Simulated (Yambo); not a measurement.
Yambo run on SnTe (rock salt, space group Fm-3m, No. 225). The wavefunctions are PBE (stringent potentials; pw.x of Quantum ESPRESSO, ONCV potentials, scalar-relativistic) ones on a 4×4×4 mesh (23 occupied bands); a = b = c = 4.443 Å, α = β = γ = 60.00°.

Yambo input:

```
rim_cut
HF_and_locXC
RandQpts= 1000000
RandGvec= 1 Ry
EXXRLvcs= 106.6 Ry
VXCRLvcs= 426.4 Ry
% QPkrange
 1 | 1 | 23 | 24 |
 3 | 3 | 23 | 24 |
 7 | 7 | 23 | 24 |
 8 | 8 | 23 | 24 |
%
```

k points by index: 1 = Γ, 3 = L, 7 = X, 8 = W.

The o-*.hf file then holds:

```
#    K-point    Band    Eo [eV]    Ehf [eV]    Vxc [eV]    Vnlxc [eV]
#
    1    23    -2.174416    -4.086333    -12.47376    -14.38568
    1    24    3.363421    8.017520    -11.83502    -7.180918
    3    23    0.000000    0.848876    -10.72584    -9.876968
    3    24    0.119181    2.362557    -13.07564    -10.83226
    7    23    -3.793336    -6.464391    -11.47799    -14.14905
    7    24    2.140133    5.702734    -8.530967    -4.968365
    8    23    -0.831154    -1.676407    -13.24318    -14.08843
    8    24    0.840495    4.128419    -11.35486    -8.066932
```
Exchange alone, without screening.

Spin-orbit coupling is not included.

Geometry relaxed with PBEsol.
